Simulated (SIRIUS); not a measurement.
Set-up for a self-consistent single point of HfO2 (P2_1/c, 12 atoms in the cell; from Materials Project mp-352, changed as shown).

```
HfO2
1.0
    5.15419     0.00000     0.00000
    0.00000     5.26395     0.00000
   -0.89544     0.00000     5.31742
Hf O
4 8
Direct
  0.27614   0.45806   0.70791
  0.72386   0.54194   0.29209
  0.72386   0.95806   0.79209
  0.27614   0.04194   0.20791
  0.44800   0.74253   0.97858
  0.55200   0.25747   0.02142
  0.55200   0.24253   0.52142
  0.44800   0.75747   0.47858
  0.06836   0.33076   0.34625
  0.93164   0.66924   0.65375
  0.93164   0.83076   0.15375
  0.06836   0.16924   0.84625
```

Method: LDA (PW92), GBRV LDA ultrasoft pseudopotentials (plane waves; SIRIUS).

SIRIUS settings:

- parameters.ngridk = 4 3 3
- parameters.xc_functionals = [XC_LDA_X, XC_LDA_C_PW]
- parameters.gk_cutoff = 6.325 1/bohr
- parameters.pw_cutoff = 14.143 1/bohr
- parameters.smearing = gaussian
- parameters.smearing_width = 0.000367493 Ha
- potentials = GBRV LDA ultrasoft pseudopotentials
- parameters.electronic_structure_method = pseudopotential
- parameters.num_bands = 58
- parameters.num_mag_dims = 0
- parameters.num_dft_iter = 100
- parameters.energy_tol = 1e-07 Ha
- parameters.density_tol = 1e-06
- mixer.type = anderson
- mixer.beta = 0.7
- mixer.use_hartree = false

Results:

```
Property                                                   Value
------------------------------------------------  --------------
Number of valence electrons                                   96
Number of bands                                               58
Number of k-points after the program's reduction              14
Number of plane waves (most at a k-point)                   4171
Number of SCF iterations                                      23
FFT grid                                            48 × 48 × 48
Free energy E − TS                                -12173.5113 eV
Pressure                                              -18.45 GPa
Largest force (vector length)                         0.258 eV/Å
```

Forces (eV/Å):
```
atom      Fx      Fy      Fz
----  ------  ------  ------
Hf1   -0.154  -0.161  -0.130
Hf2    0.154   0.161   0.130
Hf3    0.154  -0.161   0.130
Hf4   -0.154   0.161  -0.130
O5     0.236  -0.039  -0.078
O6    -0.236   0.039   0.078
O7    -0.236  -0.039   0.078
O8     0.236   0.039  -0.078
O9     0.039   0.047   0.195
O10   -0.039  -0.047  -0.195
O11   -0.039   0.047  -0.195
O12    0.039  -0.047   0.195
```

Stress (GPa, positive for compression):
```
-16.92    0.00   -0.73
  0.00  -19.47    0.00
 -0.73    0.00  -18.96
```

For comparison: a first run was changed to give this one (lattice vector a scaled by 0.99), and from it to this one the free energy drops by 14.0 meV/atom, the pressure goes from -20.40 to -18.45 GPa and the largest force goes from 0.382 to 0.258 eV/Å.

Spin-orbit coupling is left out, which matters for bands and gaps with elements this heavy. The structure comes from a collection of computed structures, made at another level of theory; the collection holds predicted forms beside known ones. Its lattice was then scaled.

Cost on one core: about 2.7 core-minutes (a rough figure).
